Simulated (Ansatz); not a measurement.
An Ansatz (a program for electronic structure) run. Input:

Ansatz 0.2 input:
```yaml
crystal:
  lattice:
    - [-2.3163193106, 2.3163193106, 2.3163193106]
    - [2.3163193106, -2.3163193106, 2.3163193106]
    - [2.3163193106, 2.3163193106, -2.3163193106]
  atoms:
    - { symbol: B, position: [0.0, 0.25, 0.5] }
    - { symbol: B, position: [0.25, 0.5, 0.0] }
    - { symbol: B, position: [0.5, 0.0, 0.25] }
    - { symbol: B, position: [0.25, 0.25, 0.25] }
kpoints:
  mp_grid: { grid: [8, 8, 8] }
hamiltonian:
  xc: pbesol
  pseudopotentials: { azcp: { folder: ./paw }, kind: paw }
scf:
  occupations: { method: fixed }
elastic: { mode: relaxed_ion, stencil: two_point, amplitude: 0.005, f_tol: 0.0005 }
output: { polarization: {} }
```

Output (shortened):

```
Pseudopotential: B, paw, valence charge 3
Functional definition: PBEsol
Crystal: 4 atoms, lattice volume = 49.711 Å³
Basis set: ecut = 420 eV, 959 PW (Γ), exchange–correlation on 54×54×54 points (8 copies of the dense FFT grid, shifted against one another)
Bands: 10, of which v1, the nominal top of the filled ones, is band 6 counted from 1 (5 counted from 0)
Symmetry: 24 space group operations
Space group: I4132 (ITA 214), of the structure as read, at distance tolerance 3.7e-5 Å
k-points: 29 of 512 (time reversal used)
SCF 1 converged in 8 iterations: F = -607.480264 eV  dr2 = 8.96e-14
Crystal: 4 atoms, lattice volume = 49.463 Å³
Symmetry: 8 space group operations
k-points: 59 of 512 (time reversal used)
SCF 2 converged in 7 iterations: F = -607.479473 eV  dr2 = 2.42e-14
relax step   1: F+E_penalty+E_count = -607.47947303 eV  Δ(F+E_penalty+E_count) = +0.000e0 eV  max|allowed force component| = 4.948e-2 eV/Å  Δτ_max = 0.0000 Å  (7 SCF iters, accepted)
Crystal: 4 atoms, lattice volume = 49.463 Å³
SCF 3 converged in 7 iterations: F = -607.479631 eV  dr2 = 9.11e-15
relax step   2: F+E_penalty+E_count = -607.47963114 eV  Δ(F+E_penalty+E_count) = -1.581e-4 eV  max|allowed force component| = 2.530e-2 eV/Å  Δτ_max = 0.0007 Å  (7 SCF iters, accepted)
Crystal: 4 atoms, lattice volume = 49.463 Å³
SCF 4 converged in 6 iterations: F = -607.479687 eV  dr2 = 4.19e-14
relax step   3: F+E_penalty+E_count = -607.47968688 eV  Δ(F+E_penalty+E_count) = -5.573e-5 eV  max|allowed force component| = 1.283e-4 eV/Å  Δτ_max = 0.0008 Å  (6 SCF iters, accepted)
Crystal: 4 atoms, lattice volume = 49.463 Å³
SCF 5 converged in 2 iterations: F = -607.479687 eV  dr2 = 2.61e-15
Crystal: 4 atoms, lattice volume = 49.960 Å³
SCF 6 converged in 7 iterations: F = -607.479489 eV  dr2 = 3.04e-14
relax step   1: F+E_penalty+E_count = -607.47948898 eV  Δ(F+E_penalty+E_count) = +0.000e0 eV  max|allowed force component| = 4.837e-2 eV/Å  Δτ_max = 0.0000 Å  (7 SCF iters, accepted)
Crystal: 4 atoms, lattice volume = 49.960 Å³
SCF 7 converged in 7 iterations: F = -607.479642 eV  dr2 = 8.54e-16
relax step   2: F+E_penalty+E_count = -607.47964234 eV  Δ(F+E_penalty+E_count) = -1.534e-4 eV  max|allowed force component| = 2.495e-2 eV/Å  Δτ_max = 0.0007 Å  (7 SCF iters, accepted)
Crystal: 4 atoms, lattice volume = 49.960 Å³
SCF 8 converged in 6 iterations: F = -607.479698 eV  dr2 = 2.27e-14
relax step   3: F+E_penalty+E_count = -607.47969820 eV  Δ(F+E_penalty+E_count) = -5.586e-5 eV  max|allowed force component| = 1.284e-4 eV/Å  Δτ_max = 0.0008 Å  (6 SCF iters, accepted)
Crystal: 4 atoms, lattice volume = 49.960 Å³
SCF 9 converged in 2 iterations: F = -607.479698 eV  dr2 = 1.92e-15
Crystal: 4 atoms, lattice volume = 49.711 Å³
Symmetry: 4 space group operations
k-points: 95 of 512 (time reversal used)
SCF 10 converged in 9 iterations: F = -607.479927 eV  dr2 = 1.15e-15
relax step   1: F+E_penalty+E_count = -607.47992739 eV  Δ(F+E_penalty+E_count) = +0.000e0 eV  max|allowed force component| = 4.469e-2 eV/Å  Δτ_max = 0.0000 Å  (9 SCF iters, accepted)
Crystal: 4 atoms, lattice volume = 49.711 Å³
SCF 11 converged in 9 iterations: F = -607.480096 eV  dr2 = 2.44e-15
relax step   2: F+E_penalty+E_count = -607.48009624 eV  Δ(F+E_penalty+E_count) = -1.689e-4 eV  max|allowed force component| = 2.153e-2 eV/Å  Δτ_max = 0.0009 Å  (9 SCF iters, accepted)
Crystal: 4 atoms, lattice volume = 49.711 Å³
SCF 12 converged in 7 iterations: F = -607.480147 eV  dr2 = 3.82e-14
relax step   3: F+E_penalty+E_count = -607.48014749 eV  Δ(F+E_penalty+E_count) = -5.125e-5 eV  max|allowed force component| = 1.919e-4 eV/Å  Δτ_max = 0.0009 Å  (7 SCF iters, accepted)
Crystal: 4 atoms, lattice volume = 49.711 Å³
SCF 13 converged in 5 iterations: F = -607.480147 eV  dr2 = 3.60e-16
Crystal: 4 atoms, lattice volume = 49.711 Å³
SCF 14 converged in 9 iterations: F = -607.479927 eV  dr2 = 1.00e-15
relax step   1: F+E_penalty+E_count = -607.47992739 eV  Δ(F+E_penalty+E_count) = +0.000e0 eV  max|allowed force component| = 4.469e-2 eV/Å  Δτ_max = 0.0000 Å  (9 SCF iters, accepted)
Crystal: 4 atoms, lattice volume = 49.711 Å³
SCF 15 converged in 9 iterations: F = -607.480096 eV  dr2 = 4.56e-15
relax step   2: F+E_penalty+E_count = -607.48009624 eV  Δ(F+E_penalty+E_count) = -1.689e-4 eV  max|allowed force component| = 2.153e-2 eV/Å  Δτ_max = 0.0009 Å  (9 SCF iters, accepted)
Crystal: 4 atoms, lattice volume = 49.711 Å³
SCF 16 converged in 7 iterations: F = -607.480147 eV  dr2 = 5.82e-14
relax step   3: F+E_penalty+E_count = -607.48014749 eV  Δ(F+E_penalty+E_count) = -5.125e-5 eV  max|allowed force component| = 1.921e-4 eV/Å  Δτ_max = 0.0009 Å  (7 SCF iters, accepted)
Crystal: 4 atoms, lattice volume = 49.711 Å³
SCF 17 converged in 5 iterations: F = -607.480147 eV  dr2 = 1.25e-14
SCF converged after 8 iterations
Free energy (F): -607.480264 eV
Harris-Foulkes:  -607.480264 eV  (|F-HF|=2.27e-13)
Internal energy: -607.480264 eV  (E = F + TS)
E sigma→0 (E₀):  -607.480264 eV
Fermi energy:    2.408170 eV
--- Per-component energies (eV) ---
  E_band       = -21.989943
  E_kinetic    = 185.300161
  E_local      = -217.246519  (includes V_loc(G=0)·N_el)
  E_nonlocal   = 37.341036
  E_hartree    = 65.019423
  E_xc         = -125.013734
  E_vxc        = -146.725680  (∫ρ·V_xc dr)
  E_paw        = -300.438710  (= ΣΔE_a)
  E_vpaw       = -10.697801  (= ΣTr[D̂ρ^β])
  E_aug_tail   = 0.000018  (compensation charges beyond the density's cutoff)
  E_ewald      = -252.500784
  E_core_change = 0.058844  (= ΣΔE_core)
  E_smearing   =  0.000000  (= −TS)
  E_closure    =  0.000000  (closes the sum)
  Σ components = -607.480264   (vs F -607.480264, Δ=0.00e0)
--- Forces (eV/Å), atoms counted from 1 ---
  atom   1  B      0.00000000     0.00000000     0.00000000
  atom   2  B      0.00000000     0.00000000     0.00000000
  atom   3  B      0.00000000     0.00000000     0.00000000
  atom   4  B      0.00000000     0.00000000     0.00000000
  max |Σ_I F_I| component: 1.43e-16 eV/Å
--- Stress (GPa, compression-positive) ---
        0.008062       0.000000       0.000000
        0.000000       0.008062       0.000000
        0.000000       0.000000       0.008062
  P = ⅓ Tr σ = 0.0081 GPa (0.081 kbar)
--- Band table (eV; the first three rows and the last of 29) ---
  k-point 0: bands = ["-8.1280", "-0.5041", "-0.5041", "-0.5041", "0.8438", "0.8438", "3.9513", "3.9513", "3.9513", "10.4538"]
  k-point 1: bands = ["-7.9832", "-1.6895", "-0.7568", "0.1347", "0.7581", "1.0791", "4.0061", "4.2114", "4.3846", "10.8756"]
  k-point 2: bands = ["-7.5613", "-3.0142", "-1.2236", "0.2667", "0.5315", "1.2820", "4.4111", "4.8680", "5.4355", "10.4314"]
  k-point 28: bands = ["-4.5705", "-4.5705", "-4.5705", "-0.0378", "-0.0378", "-0.0378", "7.1242", "7.4384", "7.4384", "7.4384"]
--- Elastic constants: 2 strain directions × 2 members + reference (group order 24) ---
  dense FFT box of the reference and of every strained cell: 27×27×27
  strains applied: 11, 23; error gains: componentwise 1.00 (the most a stress slope's error grows in a printed constant), spectral 1.73 (1 for all six strains …
  C = ∂σ_k/∂η_j (tension-positive GPa; Voigt order 11 22 33 23 13 12):
       141.410     94.070     94.070      0.000      0.000      0.000
        94.070    141.410     94.070      0.000      0.000      0.000
        94.070     94.070    141.410      0.000      0.000      0.000
         0.000      0.000      0.000     22.949      0.000      0.000
         0.000      0.000      0.000      0.000     22.949      0.000
         0.000      0.000      0.000      0.000      0.000     22.949
  reference stress σ⁰ (GPa):     -0.008     -0.008     -0.008      0.000      0.000      0.000
  moduli (Voigt/Reuss/Hill, GPa): K = 109.85/109.85/109.85   G = 23.24/23.23/23.23   E = 65.11   ν = 0.401
  mechanically stable: yes (min eigenvalue of sym C = 22.95 GPa)
  e, the proper piezoelectric tensor (elastic.mode: relaxed_ion; C/m²; rows x y z; Voigt order 11 22 33 23 13 12):
       0.00000    0.00000    0.00000    0.00000    0.00000    0.00000
       0.00000    0.00000    0.00000    0.00000    0.00000    0.00000
       0.00000    0.00000    0.00000    0.00000    0.00000    0.00000
  ±, each entry's uncertainty from the finite density of the strings (C/m²), an estimate: the size of the correction for it that the entry includes:
       0.00000    0.00000    0.00000    0.00000    0.00000    0.00000
       0.00000    0.00000    0.00000    0.00000    0.00000    0.00000
       0.00000    0.00000    0.00000    0.00000    0.00000    0.00000
  strain η (Voigt 11):  stress-route row diagonal C_11 = 141.41 GPa, energy-path curvature d²(F+E_count+ΔE)/dδ²/Ω₀ = 141.44 GPa
         δ    σ_11 (GPa)             F (eV)   n_scf  n_hpsi   n_pw
    -5.000e-3      -0.7165        -607.4796869       2    6012    979   relax 3 steps, max|allowed force component| 1.28e-4 eV/Å
     5.000e-3       0.6976        -607.4796982       2    5995    989   relax 3 steps, max|allowed force component| 1.28e-4 eV/Å
  strain η (Voigt 23):  stress-route row diagonal C_44 = 22.95 GPa, energy-path curvature d²(F+E_count+ΔE)/dδ²/Ω₀ = 22.96 GPa
         δ    σ_23 (GPa)             F (eV)   n_scf  n_hpsi   n_pw
    -5.000e-3      -0.1147        -607.4801475       5   14292    981   relax 3 steps, max|allowed force component| 1.92e-4 eV/Å
     5.000e-3       0.1147        -607.4801475       5   14672    981   relax 3 steps, max|allowed force component| 1.92e-4 eV/Å
--- Formal polarisation (Berry phase): one branch of a lattice of values; only differences between neighbouring runs are physical ---
  axis  mesh            electronic          ionic      p = total  spread (rad)  least overlap  resolved gap  δp at fixed H ≤   (phases in cycles; p mod 1 …
  b1    8×8×8           0.00000000     3.00000000     3.00000000      0.075803         0.8808        2.6502           1.4e-6
  b2    8×8×8           0.00000000     3.00000000     3.00000000      0.075803         0.8808        2.6502           1.4e-6
  b3    8×8×8           0.00000000     3.00000000     3.00000000      0.075803         0.8808        2.6502           1.4e-6
  quantum along a1:   0.08070562 e/Å² =   129.304659 µC/cm²
  quantum along a2:   0.08070562 e/Å² =   129.304659 µC/cm²
  quantum along a3:   0.08070562 e/Å² =   129.304659 µC/cm²
  P = (  0.13978624,   0.13978624,   0.13978624) e/Å² = (  223.962239,   223.962239,   223.962239) µC/cm²  (mod the quanta)
```

Cost: roughly 60 core-seconds on shared cores.

Space group I4_132. The start of the workflow was typed in or built on a structure type; neither database checked (COD, Materials Project) lists it. It is not the phase usual at ambient conditions (space group No. 166). Symmetry was held in the PBEsol relaxation; phonons show weakly imaginary modes.

Potentials: the earlier of the program's two PAW sets. The files were generated under PBE; for other functionals the program regenerates the frozen cores, and for LDA and PBEsol the local potential too.

Ansatz is a plane-wave DFT program.
